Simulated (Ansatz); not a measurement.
This Al₃B₂N structure is the end of a relaxation. The cell was found from a structure generator's guess, not taken from experiment.

Method: DFT PBE, scalar-relativistic, plane waves, PAW in Ansatz 0.2.0. Cutoff 420 eV, Γ-centred mesh, Gaussian smearing, no spin polarisation.

```
Al B N
1.0
     4.73519    0.00000    0.00000
    -2.36760    4.10080    0.00000
     0.00000    0.00000    6.71615
Al B N
3 2 1
Direct
  0.33333 0.66667 0.00000
  0.66667 0.33333 0.00000
  0.00000 0.00000 0.00000
  0.00000 0.00000 0.30386
  0.00000 0.00000 0.69614
  0.00000 0.00000 0.50000
```

Formation energies are uncorrected and refer to the elements' standard structures at the same level (N₂ as a molecule).

(1) What space group does it have?

(2) What is its formation energy per atom?

(3) Is it a metal?

## Answers

(1) P6/mmm (No. 191). Conventional cell: a = 4.735 Å, c = 6.716 Å. Al on a site of symmetry -6m2 is surrounded by 6 Al at 2.73 Å and 6 B at 3.41 Å; around Al on a site of symmetry 6/mmm lie 2 B at 2.04 Å and 6 Al at 2.73 Å; B has 1 N at 1.32 Å, 1 Al at 2.04 Å, 1 B at 2.63 Å and 6 Al at 3.41 Å; around N lie 2 B at 1.32 Å.

(2) +0.52 eV/atom. A positive value: parting into the elements would lower its energy.

(3) Yes, bands cross the Fermi level on the 12×12×6 mesh.

The last run used a 12×12×6 mesh (in the run's order of axes) for its 6-atom cell and Gaussian smearing of 0.10 eV. Symmetry constrained the relaxation, so the result can be a saddle point. Another cell of Al3B2N relaxed alike, in R-3m, lies 0.34 eV/atom lower, so this cell isn't the stable form at this level.
